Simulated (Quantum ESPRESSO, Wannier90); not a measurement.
Wannier functions of BaTiO$_{3}$ (P4mm)

```
begin unit_cell_cart
ang
    3.9903800000    0.0000000000    0.0000000000
    0.0000000000    3.9903800000    0.0000000000
    0.0000000000    0.0000000000    4.1026600000
end unit_cell_cart
begin atoms_frac
Ba   0.5000000000  0.5000000000 -0.4174600000
Ti   0.0000000000  0.0000000000  0.1000400000
O    0.0000000000  0.5000000000  0.0642200000
O    0.5000000000  0.0000000000  0.0642200000
O    0.0000000000  0.0000000000 -0.4510300000
end atoms_frac
```

Cell from Materials Project (mp-5986), symmetrised, no further relaxation. COD (Crystallography Open Database) has the formula in 5 space groups, this one among them (matched by group alone). Level: PBEsol, spinors with spin-orbit coupling; pw.x of Quantum ESPRESSO at 68 Ry with PseudoDojo potentials, 6×6×6 k-points, Wannier90. Density: 8×8×8 mesh, cold smearing 0.01 Ry.

A tight-binding model is made by disentanglement and projection with no localisation steps (num_iter = 0), so the 28 orbitals stay atom-like: hydrogen-like Ti: d; O: p, axes along x, y, z; frozen window up to 3.31 eV relative to the valence-band maximum. It follows pw.x to 0.3 meV rms for states up to 2.8 eV relative to the valence-band maximum. Matrix elements depend on this choice of orbitals and windows.

### Question
What are the on-site energies relative to the valence-band maximum, and how fast do the hoppings decay?

### Answer
```csv
atom,orbitals,energy (eV)
Ti2,dz2↑ dz2↓,3.60
Ti2,dxz↑ dxz↓ dyz↑ dyz↓ dxy↑ dxy↓,2.25
Ti2,dx2-y2↑ dx2-y2↓,3.74
O3,pz↑ pz↓,-1.26
O3,px↑ px↓,-1.22
O3,py↑ py↓,-1.56
O4,pz↑ pz↓,-1.26
O4,px↑ px↓,-1.56
O4,py↑ py↓,-1.22
O5,pz↑ pz↓,-1.58
O5,px↑ px↓ py↑ py↓,-1.42
```

| distance of the centres (Å) | largest modulus (eV) |
|---|---|
| 1–2 | 2.6 |
| 2–3 | 1.9 |
| 3–4 | 0.12 |
| 4–5 | 0.097 |
| 5–6 | 0.11 |
| 6–7 | 0.023 |
| 7–8 | 0.0064 |
| 8–9 | 0.0056 |
| 9–10 | 0.0016 |
| 10–11 | 0.00100 |
